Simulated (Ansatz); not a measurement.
The relaxed structure here is a generated cell of SiNi: the first start was made by a random draw of sites in a space group, and the end was not matched to a known phase here, so it may be hypothetical. Known forms of SiNi include space group No. 62.

One stationary structure of SiNi. Space group P6/mmm (No. 191). Method: PBE (plane waves to 420 eV, PAW, scalar-relativistic; Ansatz, a first-principles code).

Space group P6/mmm (No. 191); a = b = 2.565 Å, c = 4.621 Å, α = β = 90.00°, γ = 120.00°

| atom | site | symmetry | x | y | z |
|---|---|---|---|---|---|
| Ni | 1a | 6/mmm | 0.0000 | 0.0000 | 0.0000 |
| Si | 1b | 6/mmm | 0.0000 | 0.0000 | 0.5000 |

### Question
Give the magnetic moment at the level PBE.

### Answer
Zero (the starting moments vanished).

No spin polarisation in the result: the starting moments vanished. A magnetic state may lie lower.

The run could not lose the symmetry of its start: the end is stationary, and may be a saddle point rather than a minimum.

All atoms sit on sites fixed by symmetry, so only the cell could relax.
